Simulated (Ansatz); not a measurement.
## Sr: comparing deformations

Method: DFT r2SCAN, scalar-relativistic, plane waves, PAW in Ansatz 0.2.0. Settings: plane waves to 500 eV, k-mesh 14×14×14 (Γ-centred), Gaussian smearing 0.15 eV. No spin polarisation. Energies are free energies at this smearing, counted from the undisturbed cell; pressure is positive in compression.

Zero of the scan (as given, not relaxed at this level; it stands at -0.2 GPa; this bcc form isn't the usual structure):

```
Sr
1.0
    -2.42500    2.42500    2.42500
     2.42500   -2.42500    2.42500
     2.42500    2.42500   -2.42500
Sr
1
Direct
  0.00000 0.00000 0.00000
```

The cell is strained by ε times a Voigt pattern (xx, yy, zz, yz, xz, xy; engineering shear) with fractional coordinates fixed. τ = (1/V0) dE/dε comes from the stress tensor. Of each scan, only the three points used here are listed.

| pattern | ε | τ (GPa) |
| --- | --- | --- |
| (1, -1, 0, 0, 0, 0) | -0.0125 | 0.0029 |
| (1, -1, 0, 0, 0, 0) | 0.0000 | 0.0000 |
| (1, -1, 0, 0, 0, 0) | 0.0125 | -0.0029 |
| (1, 1, 0, 0, 0, 0) | -0.0150 | -0.234 |
| (1, 1, 0, 0, 0, 0) | 0.0000 | 0.399 |
| (1, 1, 0, 0, 0, 0) | 0.0150 | 0.979 |
| (0, 0, 1, 0, 0, 0) | -0.0150 | 0.037 |
| (0, 0, 1, 0, 0, 0) | 0.0000 | 0.199 |
| (0, 0, 1, 0, 0, 0) | 0.0150 | 0.338 |

Question: Which constants do the scans give, and which deformation costs least for the same size of strain tensor?

Answer: The slope dτ/dε at zero (parabola through three points) is pᵀCp: (1, -1, 0, 0, 0, 0) gives 2(C11 − C12) = -0.2 GPa; (1, 1, 0, 0, 0, 0) gives 2(C11 + C12) = 40 GPa; (0, 0, 1, 0, 0, 0) gives C11 = 10.0 GPa. The size of the strain tensor, ε:ε, is ε² times 2.0, 2.0, 1.0. Per unit of it the stiffnesses are -0.1, 20, 10.0 GPa, so (1, -1, 0, 0, 0, 0) is the softest of these: at ε:ε = (1 %)² the quadratic term costs 0.00 meV/atom against 0.36 for the stiffest. The starting stress shifts them by about its own size.

In a metal these slopes depend on the k mesh and the smearing.